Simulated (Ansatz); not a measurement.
**Varying the input for BPd₄**

All trials start from this Ansatz input:

```yaml
crystal:
  lattice:
    - [2.8920299704, 0.0, 0.0]
    - [0.0, 4.3650077954, 0.0]
    - [0.0, 0.0, 5.856315]
  atoms:
    - { symbol: B, position: [0.5, 0.0, 0.863227] }
    - { symbol: Pd, position: [0.5, 0.5, 0.867561] }
    - { symbol: Pd, position: [0.0, 0.5, 0.329164] }
    - { symbol: Pd, position: [0.0, 0.0, 0.61947] }
    - { symbol: Pd, position: [0.5, 0.0, 0.197578] }
basis:
  ecutwfc: 420
kpoints:
  mp_grid: { grid: [6, 4, 4] }
hamiltonian:
  xc: pbe
scf:
  occupations: { method: gaussian, width: 0.1 }
output:
  forces: true
  stress: true
  eigenvalues: true
```

Command:

```bash
ansatz run input.yaml --threads 1 --pin off --max-ram 1331MiB --backend cpu --events-out ev --progress --plain --runs-dir out
```

The run converges in 7 SCF iterations on 36 irreducible k-points: pressure -1.29 GPa, largest force 0.294 eV/Å, no gap.

These settings were drawn at random to show what each does; none of the numbers is a converged property of the crystal. Each trial's input is given as a difference from the reference's; energies are extrapolated to zero smearing where there is one, and pressure is positive in compression. Charged cells sit in a uniform background, and their pressures hang on that convention.

Question: Trial 1:

```diff
 hamiltonian:
-  xc: pbe
+  xc: pw92
+  hubbard: { sites: [{ species: Pd, l: d, u: 3.1, j: 0.73 }] }
```

What does the program give?

Answer: The run converges in 12 SCF iterations on 36 irreducible k-points: pressure -12.60 GPa, largest force 0.381 eV/Å, no gap. It warns that the count of filled bands differs between k-points. Under a U the state reached may not be the lowest.

Question: Trial 2 (volume scaled):

```diff
 crystal:
   lattice:
-    - [2.8920299704, 0.0, 0.0]
-    - [0.0, 4.3650077954, 0.0]
-    - [0.0, 0.0, 5.856315]
+    - [2.8823575571, 0.0, 0.0]
+    - [0.0, 4.3504089981, 0.0]
+    - [0.0, 0.0, 5.8367285159]
```

What does the program give?

Answer: The run converges in 7 SCF iterations on 36 irreducible k-points: energy 0.50 meV per atom below the reference, pressure 0.27 GPa, largest force 0.250 eV/Å, no gap.

Question: Trial 3:

```diff
 kpoints:
-  mp_grid: { grid: [6, 4, 4] }
+  mp_grid: { grid: [3, 4, 2], shift: [0, 0, 0.5] }
 scf:
+  lower_state_search: "off"
+  n_extra_bands: 5
```

What does the program give?

Answer: The run converges in 7 SCF iterations on 6 irreducible k-points: energy 17.9 meV per atom above the reference, pressure -1.09 GPa, largest force 0.352 eV/Å, no gap.

Question: Trial 4:

```diff
 crystal:
   atoms:
-    - { symbol: Pd, position: [0.5, 0.5, 0.867561] }
-    - { symbol: Pd, position: [0.0, 0.5, 0.329164] }
-    - { symbol: Pd, position: [0.0, 0.0, 0.61947] }
-    - { symbol: Pd, position: [0.5, 0.0, 0.197578] }
+    - { symbol: Pd, position: [0.5, 0.5, 0.867561], spin: -5.0 }
+    - { symbol: Pd, position: [0.0, 0.5, 0.329164], spin: 5.0 }
+    - { symbol: Pd, position: [0.0, 0.0, 0.61947], spin: 5.0 }
+    - { symbol: Pd, position: [0.5, 0.0, 0.197578], spin: 5.0 }
 kpoints:
-  mp_grid: { grid: [6, 4, 4] }
+  mp_grid: { kspacing: 0.73 }
 hamiltonian:
+  dispersion: d3bj
 scf:
+  lower_state_search: "off"
 output:
+  populations: true
+magnetization:
+  spin_polarized: true
```

What happens?

Answer: The run converges in 19 SCF iterations on 8 irreducible k-points: pressure -6.77 GPa, largest force 0.492 eV/Å, no gap, cell moment 0.00 μB. It warns that the starting moments were lost.

Question: Trial 5 (strained):

```diff
 crystal:
   lattice:
-    - [2.8920299704, 0.0, 0.0]
-    - [0.0, 4.3650077954, 0.0]
-    - [0.0, 0.0, 5.856315]
+    - [2.9403533852, -0.0220771591, -0.0002684521]
+    - [-0.0333215674, 4.3442742933, -0.015748611]
+    - [-0.0005436112, -0.0211291323, 5.95096545]
 basis:
+  ecutrho_ratio: 5
 kpoints:
-  mp_grid: { grid: [6, 4, 4] }
+  mp_grid: { grid: [4, 2, 2] }
```

What does the program give?

Answer: The run converges in 8 SCF iterations on 12 irreducible k-points: energy 33.6 meV per atom above the reference, pressure -4.34 GPa, largest force 0.344 eV/Å, no gap.

Question: Trial 6:

```diff
 scf:
-  occupations: { method: gaussian, width: 0.1 }
+  occupations: { method: cold, width: 0.065 }
```

What happens?

Answer: The run converges in 7 SCF iterations on 36 irreducible k-points: energy 0.11 meV per atom below the reference, pressure -1.31 GPa, largest force 0.302 eV/Å, no gap.

Question: Trial 7 (volume scaled):

```diff
 crystal:
   lattice:
-    - [2.8920299704, 0.0, 0.0]
-    - [0.0, 4.3650077954, 0.0]
-    - [0.0, 0.0, 5.856315]
+    - [3.0299495874, 0.0, 0.0]
+    - [0.0, 4.5731730668, 0.0]
+    - [0.0, 0.0, 6.1356000456]
 kpoints:
-  mp_grid: { grid: [6, 4, 4] }
+  mp_grid: { kspacing: 1.0 }
 scf:
+  mixing: { beta: 0.95, preconditioner: ldos }
+  initial_density: { chi_scale: 0, normalization: atom }
+  max_iter: 96
```

What does the program give?

Answer: The run converges in 12 SCF iterations on 8 irreducible k-points: energy 160 meV per atom above the reference, pressure -15.58 GPa, largest force 0.906 eV/Å, no gap.

Question: Trial 8:

```diff
 crystal:
   atoms:
-    - { symbol: B, position: [0.5, 0.0, 0.863227] }
-    - { symbol: Pd, position: [0.5, 0.5, 0.867561] }
-    - { symbol: Pd, position: [0.0, 0.5, 0.329164] }
-    - { symbol: Pd, position: [0.0, 0.0, 0.61947] }
-    - { symbol: Pd, position: [0.5, 0.0, 0.197578] }
+    - { symbol: B, position: [1.028, 0.316, 1.678227] }
+    - { symbol: Pd, position: [1.028, 0.816, 1.682561] }
+    - { symbol: Pd, position: [0.528, 0.816, 1.144164] }
+    - { symbol: Pd, position: [0.528, 0.316, 1.43447] }
+    - { symbol: Pd, position: [1.028, 0.316, 1.012578] }
+total_charge: -0.1
 kpoints:
-  mp_grid: { grid: [6, 4, 4] }
+  mp_grid: { grid: [1, 1, 2], shift: [0.25, 0.25, 0.25] }
 hamiltonian:
-  xc: pbe
+  xc: pbesol
 scf:
-  occupations: { method: gaussian, width: 0.1 }
+  occupations: { method: fermi_dirac }
+  n_extra_bands: 0
+  eigensolver: { kind: davidson, full_accuracy: true }
+  max_iter: 52
```

What does the program give?

Answer: The program refuses the input:

```text
Error: inconsistent input (scf.n_extra_bands, scf.occupations.method): n_bands = 38 leaves no empty band above the 38 bands per channel that the deck's 75.1 electrons occupy, and the occupations search for the Fermi level (a smearing at a finite width, or tetrahedra): a level found among occupied bands alone can fill a metal as an insulator …
```

Next try, with these keys changed back:

```diff
 scf:
-  n_extra_bands: 0
```

The run converges in 8 SCF iterations on 2 irreducible k-points: pressure -13.76 GPa (with the neutralising background of the charged cell), largest force 0.526 eV/Å, no gap. It warns that the mesh lowers the symmetry.

Question: Trial 9:

```diff
 basis:
-  ecutwfc: 420
+  ecutwfc: "37 Ry"
 scf:
-  occupations: { method: gaussian, width: 0.1 }
+  occupations: { method: gaussian, width: 0.0051 }
```

What does the program give?

Answer: The run converges in 7 SCF iterations on 36 irreducible k-points: energy 2.18 meV per atom below the reference, pressure -1.34 GPa, largest force 0.293 eV/Å, no gap.

Question: Trial 10:

```diff
 basis:
-  ecutwfc: 420
+  ecutwfc: 240
 scf:
-  occupations: { method: gaussian, width: 0.1 }
+  occupations: { method: cold, width: 0.08 }
 output:
-  eigenvalues: true
+  eigenvalues: false
+  dos: { method: smearing }
```

What does the program give?

Answer: The run converges in 8 SCF iterations on 36 irreducible k-points: energy 2.19 eV per atom above the reference, pressure 2.55 GPa (unreliable at so low a cutoff), largest force 0.743 eV/Å (unreliable too), no gap. It warns that the cutoff lies under the recommended one, 420 eV for these potentials.

Question: Trial 11:

```diff
 basis:
-  ecutwfc: 420
+  ecutwfc: 270
 kpoints:
-  mp_grid: { grid: [6, 4, 4] }
+  mp_grid: { grid: [2, 1, 1] }
 hamiltonian:
-  xc: pbe
+  xc: r2scan
 scf:
-  occupations: { method: gaussian, width: 0.1 }
+  occupations: { method: fermi_dirac, width: "600 K" }
+magnetization:
+  spin_polarized: true
+  initial_magnetization: 0.0
```

What does the program give?

Answer: The run converges in 12 SCF iterations on 2 irreducible k-points: pressure 1.21 GPa (unreliable at so low a cutoff), largest force 1.307 eV/Å (unreliable too), no gap, cell moment 0.00 μB. It warns that the cutoff lies under the recommended one, 500 eV for these potentials; that no starting moments were given.

Question: Trial 12:

```diff
 crystal:
   lattice:
-    - [2.8920299704, 0.0, 0.0]
-    - [0.0, 4.3650077954, 0.0]
-    - [0.0, 0.0, 5.856315]
+    - [2.8459925321, 0.0, 0.0]
+    - [0.0, 4.2955224239, 0.0]
+    - [0.0, 0.0, 5.7630899148]
 basis:
-  ecutwfc: 420
+  ecutwfc: -300
 kpoints:
+  band_path: { path: [[0, 0, 0], [0.5, 0, 0], [0.5, 0.5, 0.5]], npoints: 8 }
 hamiltonian:
-  xc: pbe
+  xc: r2scan
 scf:
+  max_iter: 96
```

What does the program give?

Answer: The program refuses the input:

```text
Error: invalid value for `basis.ecutwfc`: must be finite and > 0; got -300 eV
```

Next try, with these keys changed back:

```diff
 basis:
-  ecutwfc: -300
+  ecutwfc: 500
```

The run converges in 10 SCF iterations on 36 irreducible k-points: pressure 3.24 GPa, largest force 0.230 eV/Å, no gap.